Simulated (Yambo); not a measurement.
## Convergence of the G0W0 gap of BP

G0W0@LDA for BP (zinc blende, space group F-43m, No. 216) in Yambo. Reference settings: 6×6×6 Γ-centred k mesh, 84 bands and a 14 Ry block in the screening, 84 bands in G with the Bruneval-Gonze terminator, plasmon pole fitted at 27.2 eV. The LDA gap Γ → X on this mesh is 1.26 eV; G0W0 gaps are taken between the same points.

```
change from the reference                                G0W0 gap Γ → X (eV)  shift of the valence edge (eV)        rough Yambo cost
-------------------------------------------------------  -------------------  ------------------------------  ----------------------
reference settings                                                      2.13                           -0.72                       1
wavefunctions cut at 10 Ry                                              2.03                           -0.54  within a factor of two
exchange cut at 10 Ry                                                   2.11                           -0.67                       –
15 bands in W, 15 bands in G, 8 Ry block                                2.10                           -0.19               about 1/8
26 bands in W, 26 bands in G, 8 Ry block                                2.07                           -0.41               about 1/6
15 bands in W, 15 bands in G, 11 Ry block                               2.13                           -0.23               about 1/5
44 bands in W, 44 bands in G, 5 Ry block                                1.99                           -0.45               about 1/4
44 bands in W, 44 bands in G, 8 Ry block                                2.06                           -0.53               about 1/4
5 Ry block                                                              1.99                           -0.50               about 1/2
11 Ry block                                                             2.12                           -0.70  within a factor of two
26 bands in W, 26 bands in G, 5 Ry block, no terminator                 1.94                           -0.10               about 1/6
44 bands in W, 44 bands in G, 5 Ry block, no terminator                 1.96                           -0.33               about 1/4
64 bands in W, 64 bands in G, 5 Ry block, no terminator                 1.97                           -0.43               about 1/3
5 Ry block, no terminator                                               1.98                           -0.48               about 1/2
no terminator                                                           2.11                           -0.65  within a factor of two
```

The reference isn't shown to be the converged limit. Costs are rough (shared machines), scaled to the same edge states, and given only for runs that recompute the screening. The mesh misses a band edge: along a dense path the LDA gap is 1.16 eV against 1.26 eV on the mesh.

Geometry relaxed with LDA; primitive cell a = b = c = 3.173 Å, α = β = γ = 60.00°.

A shift is the quasiparticle energy of the state minus its LDA energy.
